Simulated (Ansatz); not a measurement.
Geometry optimisation in Ansatz: input, command and trajectory.

```yaml
crystal:
  lattice:
    - [5.0767604202, 0.0, 0.0]
    - [-2.5383802101, 4.3966034928, 0.0]
    - [0.0, 0.0, 4.8050722516]
  atoms:
    - { symbol: Ti, position: [0.0, 0.6717102443, 0.75] }
    - { symbol: Ti, position: [0.0, 0.3282897557, 0.25] }
    - { symbol: Ti, position: [0.6717102443, 0.0, 0.75] }
    - { symbol: Ti, position: [0.6717102443, 0.6717102443, 0.25] }
    - { symbol: Ti, position: [0.3282897557, 0.3282897557, 0.75] }
    - { symbol: Ti, position: [0.3282897557, 0.0, 0.25] }
    - { symbol: O, position: [0.0, 0.0, 0.5] }
    - { symbol: O, position: [0.0, 0.0, 0.0] }
basis:
  ecutwfc: 500
kpoints:
  mp_grid: { grid: [12, 12, 8] }
hamiltonian:
  xc: r2scan
scf:
  occupations: { method: gaussian, width: 0.1 }
output:
  forces: true
  stress: true
  eigenvalues: true
relax:
  adjacent_minimum: "off"
  f_tol: 0.01
  max_steps: 30
  cell: { stress_tol: 0.1, fix: [volume] }
```

```bash
ansatz run input.yaml --threads 2 --pin off --max-ram 5120MiB --backend cpu --events-out ev --progress --plain --runs-dir out
```

Level of theory: DFT r2SCAN, scalar-relativistic, plane waves, PAW (Ansatz).

The volume is held at 0.97 times that of the relaxed cell.

Of 4 frames 3 are shown, positions in Å and forces in eV/Å; the SCF threshold varies from step to step. Steps run on the plane waves of an earlier cell, with a Pulay correction in the pressure. The basis is chosen afresh for the last frame, the zero of the energies, and at times for earlier ones too; energy and pressure can step there, also at an unchanged geometry. Where two frames share a geometry here, they differ by under 2 meV/atom and 0.3 GPa.

```xyz
8
Lattice="5.0768 0.0000 0.0000 -2.5384 4.3966 0.0000 0.0000 0.0000 4.8051" Properties=species:S:1:pos:R:3:forces:R:3 pbc="T T T" step=1 free_energy_over_end_meV_per_atom=0.71 pressure_GPa=5.47
Ti   -1.7051    2.9532    3.6038    0.1149   -0.1989    0.0000
Ti   -0.8333    1.4434    1.2013   -0.1149    0.1989    0.0000
Ti    3.4101    0.0000    3.6038   -0.2297    0.0000    0.0000
Ti    1.7051    2.9532    1.2013   -0.1149   -0.1989    0.0000
Ti    0.8333    1.4434    3.6038    0.1149    0.1989    0.0000
Ti    1.6666    0.0000    1.2013    0.2297    0.0000    0.0000
O     0.0000    0.0000    2.4025    0.0000    0.0000    0.0000
O     0.0000    0.0000    0.0000    0.0000    0.0000    0.0000
8
Lattice="5.0705 0.0000 0.0000 -2.5353 4.3912 0.0000 0.0000 0.0000 4.8169" Properties=species:S:1:pos:R:3:forces:R:3 pbc="T T T" step=2 free_energy_over_end_meV_per_atom=0.01 pressure_GPa=4.86
Ti   -1.6987    2.9422    3.6127   -0.0123    0.0213    0.0000
Ti   -0.8366    1.4490    1.2042    0.0123   -0.0213    0.0000
Ti    3.3973    0.0000    3.6127    0.0245    0.0000    0.0000
Ti    1.6987    2.9422    1.2042    0.0123    0.0213    0.0000
Ti    0.8366    1.4490    3.6127   -0.0123   -0.0213    0.0000
Ti    1.6732    0.0000    1.2042   -0.0245    0.0000    0.0000
O     0.0000    0.0000    2.4084    0.0000    0.0000    0.0000
O     0.0000    0.0000    0.0000    0.0000    0.0000    0.0000
8
Lattice="5.0699 0.0000 0.0000 -2.5349 4.3906 0.0000 0.0000 0.0000 4.8182" Properties=species:S:1:pos:R:3:forces:R:3 pbc="T T T" step=4 free_energy_over_end_meV_per_atom=0.00 pressure_GPa=4.91
Ti   -1.6988    2.9424    3.6136    0.0003   -0.0005    0.0000
Ti   -0.8361    1.4482    1.2045   -0.0003    0.0005    0.0000
Ti    3.3976    0.0000    3.6136   -0.0006    0.0000    0.0000
Ti    1.6988    2.9424    1.2045   -0.0003   -0.0005    0.0000
Ti    0.8361    1.4482    3.6136    0.0003    0.0005    0.0000
Ti    1.6722    0.0000    1.2045    0.0006    0.0000    0.0000
O     0.0000    0.0000    2.4091    0.0000    0.0000    0.0000
O     0.0000    0.0000    0.0000    0.0000    0.0000    0.0000
```

The run took 66 s on 2 threads of Intel(R) Xeon(R) 6975P-C (Granite Rapids), on a shared host, peak memory 0.99 GiB.

Spin polarisation was left out, and a magnetic state may lie lower.